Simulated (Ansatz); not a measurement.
# Two states of EuPPt3

```
Pt Eu P
1.0
     5.94177    0.05346    0.02533
     0.05346    5.68014   -0.07298
     0.02390   -0.06887    5.23951
Pt Eu P
6 2 2
Direct
  0.98325 0.51456 0.15817
  0.50672 0.98674 0.85090
  0.24581 0.24137 0.49997
  0.24247 0.74627 0.49960
  0.74865 0.73889 0.49385
  0.75140 0.26017 0.49737
  0.99162 0.01649 0.99429
  0.50395 0.49490 0.00056
  0.99970 0.50860 0.71352
  0.49562 0.00329 0.27475
```

Method: PBE; PAW, plane waves to 420 eV, 3×3×4 (shifted by 0.5, 0, 0.5 steps) mesh, methfessel-paxton occupations (width 0.1656 eV) (Ansatz 0.2.0), atoms fixed.

State A: Eu7 up, Eu8 up (collinear spin). State B: Eu7 up, Eu8 down (collinear spin).

Compare the two self-consistent states.

State A is lower by 3.6 meV an atom at zero smearing; in free energy at this smearing B lies +3.1 meV an atom from A. So small a gap isn't resolved on this mesh where a state is a metal.

| state | free energy (meV/atom) | largest moment in a small sphere (μB) | net moment (μB/cell) | gap on mesh (eV) | pressure (GPa) | largest force (eV/Å) |
| --- | --- | --- | --- | --- | --- | --- |
| A | 0.0 | 6.57 | 13.11 | metal | 9.3 | 3.42 |
| B | 3.1 | 6.56 | 0.01 | metal | 9.3 | 3.44 |

Origin: a strained cell with displaced atoms, so it need not be a known compound. Caveats: the k mesh is coarse if the cell is a metal; atoms or cell far from equilibrium; wide smearing; f shells without a U or exact exchange are poorly placed.
